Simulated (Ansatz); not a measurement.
The calculation used Ansatz 0.2.0, DFT PBE, scalar-relativistic, plane waves, PAW. All cells share a 420 eV cutoff and Γ-centred k meshes spaced at most about 0.3 Å⁻¹ (about 0.25 or finer for metals, 2π included). No spin polarisation in the final relaxations.

These are static total energies at zero pressure. All come from trial cells, and lower structures may exist.

Problem. Which of these relaxed structures of Si2Se is the lowest in energy?
A.

```
CELL_PARAMETERS angstrom
3.35026 0.00000 0.00000
-1.67513 2.90141 0.00000
0.00000 0.00000 6.05781
ATOMIC_POSITIONS crystal
Si 0.66667 0.33333 0.70088
Si 0.66667 0.33333 0.29912
Se 0.00000 0.00000 0.00000
```

B.

```
CELL_PARAMETERS angstrom
5.86855 0.00000 0.00000
0.00000 3.80925 0.00000
-1.61187 0.00000 6.68715
ATOMIC_POSITIONS crystal
Si 0.68973 0.00000 0.35640
Si 0.94027 0.50000 0.40855
Si 0.71035 0.00000 0.69295
Si 0.15991 0.50000 0.73405
Se 0.57737 0.50000 0.87247
Se 0.08904 0.00000 0.93559
```

Solution. B. It has space group Pm (No. 6); the next, A, with space group P-6m2 (No. 187), lies 0.38 eV/atom higher. Counting Se atoms around Si (those within 1.25 times the shortest such distance or 1.15 times the sum of covalent radii; the shortest distance is added where it is long for a bond; a slash parts the counts of unlike sites), the lowest has Si 3/7 from 3.8 Å and the next has Si 3. The lowest holds Si–Si chains (shortest 2.29 Å); the next holds Si–Si pairs (shortest 2.43 Å). Even the lowest lies +0.21 eV/atom against the elements.

Weakly bound directions are ill-defined at this level, which has no dispersion term (Pm), and this can change margins and order among such cells. Cells relaxed within their symmetry can be saddle points. The Pm cell of Si2Se came from shaking the P-6m2 one. Some types were kept out of the candidates beforehand, so the set may lack a known form.
